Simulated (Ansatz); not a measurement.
Si₂Ni:
```cif
data_NiSi2
_chemical_formula_sum 'Si2 Ni1'
_space_group_name_H-M_alt 'P 1'
_space_group_IT_number 1
_cell_length_a 3.84992
_cell_length_b 3.84992
_cell_length_c 3.84992
_cell_angle_alpha 60.000
_cell_angle_beta 60.000
_cell_angle_gamma 60.000
loop_
_space_group_symop_operation_xyz
  'x, y, z'
loop_
_atom_site_label
_atom_site_type_symbol
_atom_site_fract_x
_atom_site_fract_y
_atom_site_fract_z
_atom_site_occupancy
Si1 Si 0.25000 0.25000 0.25000 1
Si2 Si 0.75000 0.75000 0.75000 1
Ni1 Ni 0.00000 0.00000 0.00000 1
```

Relaxed with PBE.

### Question
Which orbitals make up the states near the Fermi level in the program Ansatz at the PBE level (PAW)?

### Answer
Within 0.5 eV of the Fermi level: Ni 3d 33 %, Si 3p 31 %, Si 3s 28 %, outside the projected shells 7 %. Projections are on Löwdin-orthogonalised atomic valence shells; empty p or d shells of many metals are not among them.

### Question
Tabulate the density of states.

### Answer
States/eV per cell of 3 atoms, in 0.25 eV bins, energy from the Fermi level.

```csv
E (eV),total,Ni 3d,Si 3p,Si 3s
-7.85,0.72,0.12,0.24,0.34
-7.60,0.75,0.15,0.26,0.32
-7.35,0.86,0.19,0.32,0.32
-7.10,0.80,0.17,0.36,0.23
-6.85,0.78,0.16,0.40,0.17
-6.60,0.74,0.16,0.39,0.14
-6.35,0.82,0.18,0.47,0.12
-6.10,0.90,0.22,0.53,0.11
-5.85,1.03,0.28,0.60,0.10
-5.60,1.20,0.36,0.69,0.09
-5.35,1.50,0.53,0.81,0.09
-5.10,2.83,1.35,1.30,0.09
-4.85,3.65,1.93,1.52,0.10
-4.60,3.26,1.94,1.18,0.07
-4.35,2.14,1.16,0.87,0.05
-4.10,2.70,1.77,0.76,0.07
-3.85,2.08,1.52,0.45,0.04
-3.60,3.94,3.30,0.49,0.02
-3.35,6.76,6.07,0.43,0.03
-3.10,5.29,4.75,0.28,0.05
-2.85,2.87,2.30,0.36,0.06
-2.60,2.21,1.51,0.51,0.07
-2.35,2.48,1.56,0.72,0.07
-2.10,2.05,1.08,0.78,0.07
-1.85,1.63,0.69,0.75,0.07
-1.60,1.35,0.47,0.71,0.06
-1.35,1.04,0.32,0.57,0.06
-1.10,0.76,0.22,0.40,0.06
-0.85,0.60,0.16,0.31,0.06
-0.60,0.51,0.12,0.25,0.09
-0.35,0.65,0.23,0.21,0.15
-0.10,0.84,0.31,0.23,0.24
0.15,0.97,0.33,0.29,0.28
0.40,1.12,0.34,0.37,0.32
0.65,1.23,0.33,0.46,0.35
0.90,1.42,0.31,0.60,0.39
1.15,1.68,0.29,0.77,0.46
1.40,1.08,0.17,0.51,0.28
1.65,0.53,0.08,0.22,0.08
1.90,0.56,0.09,0.26,0.03
2.15,2.17,0.36,1.23,0.23
2.40,1.83,0.24,0.98,0.22
2.65,1.76,0.18,0.90,0.20
2.90,1.51,0.13,0.77,0.18
3.15,1.39,0.11,0.73,0.16
3.40,1.05,0.08,0.58,0.14
3.65,1.06,0.07,0.58,0.14
3.90,1.72,0.10,0.86,0.16
4.15,1.61,0.09,0.81,0.14
4.40,1.51,0.07,0.79,0.12
4.65,1.64,0.07,0.83,0.12
```

Space group Fm-3m (fluorite or antifluorite type). The cell was relaxed with PBE under the symmetry of its start. The run is not spin-polarised.

Potentials: the earlier of the program's two PAW sets.
